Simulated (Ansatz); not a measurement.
# SrCl$_{2}$ from its elements: all-electron against pseudopotential results

```
CELL_PARAMETERS angstrom
0.00000 3.51921 3.51921
3.51921 0.00000 3.51921
3.51921 3.51921 0.00000
ATOMIC_POSITIONS crystal
Sr 0.00000 0.00000 0.00000
Cl 0.25000 0.25000 0.25000
Cl 0.75000 0.75000 0.75000
```

The cell comes from a relaxation on PAW files under the same functional, begun from a database entry that needn't be the ground state.

Computed with Ansatz 0.2.0; functional PBE, scalar-relativistic. Settings: a Γ-centred 6×6×6 k mesh, Fermi–Dirac smearing of 0.02 eV, no spin polarisation. Methods: LAPW: all electrons, basis error target 0.5 meV/atom; PAW: frozen-core files, cutoff 420 eV; crystal datasets: all electrons, by PAW datasets that the program makes for each cell.

The elements are taken as Cl Cl2 gas, Sr fcc, each relaxed on PAW files under the same functional and computed by the same method as the compound; zero-point and thermal terms are left out.

**Question.** What is the formation energy by LAPW, and how far do the other methods lie from it?

**Answer.** -2.540 eV/atom; PAW -1.0 meV/atom; crystal datasets 0.0 meV/atom. The compound is bound against these elements; other compounds of the system weren't compared.

**Question.** Give the LAPW value for one formula unit in kJ/mol.

**Answer.** -2.540 eV/atom × 3 atoms × 96.485 kJ/(mol·eV) = -735.2 kJ/mol, at zero temperature and without zero-point motion.
